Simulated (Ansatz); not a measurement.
Ni (hcp, Mg type)

```xyz
2
Lattice="2.4460 0.0000 0.0000 -1.2230 2.1183 0.0000 0.0000 0.0000 4.0695" Properties=species:S:1:pos:R:3 pbc="T T T"
Ni     0.0000     1.4122     1.0174
Ni     1.2230     0.7061     3.0521
```

Two coordinates are scanned: the volume, and the ratio of the stretch along z (the conventional c axis) to the stretch across it. Atoms keep their fractional coordinates.

The numbers are results of r2SCAN (plane waves to 500 eV, PAW, scalar-relativistic; Ansatz, a program for electronic structure), not measurements. k mesh 22×22×12 (Γ-centred), Fermi-Dirac smearing 0.05 eV. Compression counts positive. With partly filled bands, the response to shear is sensitive to the k mesh, so small differences along c/a are uncertain. Ni was relaxed with its symmetry unable to fall. Relaxed Ni ends ferromagnetic. This is one of several known forms of Ni; the measured ambient cells at hand have space group No. 225. The magnetic order is the one the run started from; other orders were not tried. The last digit holds for this mesh only.

Changes of σzz (GPa) from the point V/V₀ = 1.000, (c/a)/(c/a)₀ = 1.000 when one coordinate moves alone (two changes are said to add if the coupling is within 5 % of the smaller one, nearly so within 20 %):

| point | change |
|---|---|
| V/V₀ = 1.000, (c/a)/(c/a)₀ = 0.880 | 17.68 |
| V/V₀ = 1.000, (c/a)/(c/a)₀ = 0.940 | 7.00 |
| V/V₀ = 0.920, (c/a)/(c/a)₀ = 1.000 | 21.01 |
| V/V₀ = 0.960, (c/a)/(c/a)₀ = 1.000 | 9.24 |
| V/V₀ = 1.040, (c/a)/(c/a)₀ = 1.000 | -7.31 |
| V/V₀ = 1.080, (c/a)/(c/a)₀ = 1.000 | -13.08 |
| V/V₀ = 1.000, (c/a)/(c/a)₀ = 1.060 | -10.08 |
| V/V₀ = 1.000, (c/a)/(c/a)₀ = 1.120 | -18.91 |

Question: What is the change at V/V₀ = 1.080, (c/a)/(c/a)₀ = 0.940, where both move, and how far is it from the sum?

Answer: The sum of the single changes is -13.08 + (7.00) = -6.08; the calculation gives -8.93, so the coupling contributes -2.85 (over 20 % of the smaller single change, not additive).

Question: Do the two effects add at V/V₀ = 1.040, (c/a)/(c/a)₀ = 0.940? Give the computed change.

Answer: The sum of the single changes is -7.31 + (7.00) = -0.31; the calculation gives -1.85, so the coupling contributes -1.54 (over 20 % of the smaller single change, not additive).

Question: What is the change at V/V₀ = 1.040, (c/a)/(c/a)₀ = 0.880, where both move, and how far is it from the sum?

Answer: The sum of the single changes is -7.31 + (17.68) = 10.37; the calculation gives 7.41, so the coupling contributes -2.96 (over 20 % of the smaller single change, not additive).

(A scan under strain: stresses follow from slopes of the energy per volume, elastic moduli from its curvatures.)
